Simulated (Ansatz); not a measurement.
With plane-wave PAW LDA (Ansatz code), PbS in the tetragonal phase (P4/nmm; Pb on 2c, S on 2a) relaxes to a = 4.989 Å, c = 3.899 Å. Its formation energy from the elements is -0.40 eV/atom, with no fitted shifts.

It is gapped at this level: 0.31 eV (indirect). Electrons at the band edge weigh 0.17, 0.25, 0.62 mₑ (principal values). The hole mass is 0.24, 0.84, 1.3 mₑ (principal values).

An equation-of-state fit gives a bulk modulus of 33.9 GPa. The relaxed-ion elastic constants in GPa are C11 = 37.1, C12 = 91.1, C13 = 21.0, C33 = 40.2, C44 = 4.6, C66 = 40.9. Without the LO–TO term the highest mode at Γ lies at 167 cm⁻¹.

The start of the workflow was typed in or built on a structure type; neither database checked (COD, Materials Project) lists it. It is not the phase usual at ambient conditions (space group No. 225). The cell was relaxed with LDA under the symmetry of its start. At this level the phase is mechanically unstable. The volume moved by -25 % from the start of the relaxation. A crystal of weakly bound layers computed without a dispersion correction: the cell and the soft elastic constants depend strongly on that. The references are the lowest solids computed at this level, not always the standard phases. Scalar-relativistic: spin–orbit coupling is off unless named, which matters more the heavier the elements.

Potentials: the earlier of the program's two PAW sets. The files were generated under PBE; for other functionals the program regenerates the frozen cores, and for LDA and PBEsol the local potential too.
